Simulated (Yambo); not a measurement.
G0W0@PBEsol for Na2CO3 (space group C2/m, No. 12) in Yambo. Reference settings: 2×2×2 Γ-centred k mesh, bands 5 to 208 and a 7 Ry block in the screening, 208 bands in G with the Bruneval-Gonze terminator, plasmon pole fitted at 27.2 eV. The PBEsol gap (0, 0, -0.5) → Γ on this mesh is 4.13 eV; G0W0 gaps are taken between the same points.

```
change from the reference                                G0W0 gap (0, 0, -0.5) → Γ (eV)  shift of the valence edge (eV)
-------------------------------------------------------  ------------------------------  ------------------------------
reference settings                                                                 7.09                           -1.74
90 bands in W, 90 bands in G, 3 Ry block, no terminator                            7.40                           -1.63
65 bands in W, 65 bands in G                                                       7.74                           -1.67
166 bands in W, 166 bands in G, 4 Ry block                                         7.10                           -1.76
90 bands in W, 90 bands in G                                                       7.35                           -1.62
90 bands in W, 90 bands in G, 4 Ry block                                     (withheld)                           -1.72
wavefunctions cut at 30 Ry                                                         7.11                           -1.70
124 bands in W, 124 bands in G, no terminator                                (withheld)                           -1.33
```

Q: Estimate the withheld gaps from the other rows; the computed values follow.

A: 
- 90 bands in W, 90 bands in G, 4 Ry block, G0W0 gap (0, 0, -0.5) → Γ (eV): 7.39
- 124 bands in W, 124 bands in G, no terminator, G0W0 gap (0, 0, -0.5) → Γ (eV): 7.01

The reference isn't shown to be the converged limit.

Geometry of the Materials Project entry, not relaxed at this level; primitive cell a = 5.1207 Å, b = 5.1207 Å, c = 5.9217 Å, α = 101.29°, β = 101.29°, γ = 61.87°.

A shift is the quasiparticle energy of the state minus its PBEsol energy.
